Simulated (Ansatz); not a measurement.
MgCdS₂:
```yaml
crystal:
  lattice:
    - [3.75353, 0.00000, 0.00000]
    - [0.00000, 3.75353, 0.00000]
    - [0.00000, 0.00000, 5.31265]
  atoms:
    - { symbol: Mg, position: [0.50000, 0.50000, 0.50000] }
    - { symbol: Cd, position: [0.00000, 0.00000, 0.00000] }
    - { symbol: S, position: [0.00000, 0.00000, 0.50000] }
    - { symbol: S, position: [0.50000, 0.50000, 0.00000] }
```

Relaxed with PBEsol. Special points in fractions of this cell's reciprocal vectors: Γ (0.000, 0.000, 0.000); X (0.000, 0.500, 0.000); M (0.500, 0.500, 0.000); Z (0.000, 0.000, 0.500); R (0.000, 0.500, 0.500); A (0.500, 0.500, 0.500).

Q: List the band energies nearest the Fermi level at these points for PBEsol in the plane-wave PAW code Ansatz.

A: In eV from the Fermi level; about four levels below and three above (degenerate sets whole), none deeper than 8.9 eV; points with the same levels are listed once.

```tsv
k	below	above
Γ	-2.55 -2.55 -0.96 -0.96 -0.96	0.45 2.12 4.34
X	-3.23 -2.62 -1.44 -0.25	4.35 4.46 5.83
M	-2.55 -2.55 -2.46 -0.03	1.76 4.54 4.54
Z	-1.98 -1.98 -1.58 -1.58	3.16 3.78 4.74
R	-1.35 -1.24 -0.21 -0.12	3.23 3.34 5.59
A	-3.60 -3.60 -3.36 -3.10	3.54 4.13 6.63
```

Space group P4/mmm. The first step of the workflow began from a Materials Project structure, measured or hypothetical; the Crystallography Open Database copy checked does not list it. With Mg and Cd taken as one species the cell has the higher symmetry Fm-3m, so it may be an ordered model of a mixed-site phase. Whether it is the stable phase at ambient conditions was not checked. The PBEsol relaxation kept the symmetry of its start; of distortions, only those at the zone centre were tested. The Fermi level of a semimetal is unsure by some 0.05 eV on such meshes. Scalar-relativistic: spin–orbit coupling is off unless named, which matters more the heavier the elements.

Potentials: the later of the program's two PAW sets.
